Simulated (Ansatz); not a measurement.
One crystal and one scan (scan of one atom of the cell) at two levels, PBE (plane waves to 420 eV, PAW, scalar-relativistic; Ansatz, a program for electronic structure) and r2SCAN (plane waves to 500 eV, PAW, scalar-relativistic; Ansatz), each from its own relaxed cell and on its own mesh. The cell shown is that of PBE.

Relaxed WC (WC type, space group P-6m2):

```xyz
2
Lattice="2.9219 0.0000 0.0000 -1.4609 2.5304 0.0000 0.0000 0.0000 2.8471" Properties=species:S:1:pos:R:3 pbc="T T T"
W      0.0000     0.0000     0.0000
C      1.4609     0.8435     1.4235
```

In this cell atom 2 (C, nearest neighbour W at 2.207 Å; its periodic images, 2.8 Å or more away, move with it) is moved by s along Cartesian x, unit vector (1.000, 0.000, 0.000); all other atoms and the cell stay fixed.

Energies are smeared free energies. Spin-orbit coupling is left out, though W is heavy. WC is run without spin polarisation. WC was relaxed with its symmetry unable to fall. With partly filled bands, energies and forces of such displacements shift with the k mesh and the smearing. Both scans cover s from -0.660 to 0.660 Å.

ΔE (meV/cell), each from the undisplaced structure of its own level:

```csv
s (Å),PBE,r2SCAN
-0.660,2612,2727
-0.528,1838,1928
-0.396,1106,1163
-0.264,511,withheld
-0.132,130,138
0.000,0,0
0.132,130,138
0.264,511,withheld
0.396,1106,1163
0.528,1838,1928
0.660,2612,2727
```

Problem. Estimate the r2SCAN value at -0.264 from the PBE value there and the ratio of the two levels in the two nearest given rows on that side of the minimum.

Solution. At -0.396 and -0.132 the ratio r2SCAN/PBE averages 1.057, which gives 1.057 × 511 = 540 meV/cell. The calculation gives 538 meV/cell, +5.3 % against PBE.

(A displaced cell: forces are minus the slopes of the energy, force constants its curvatures, and phonons follow from these.)
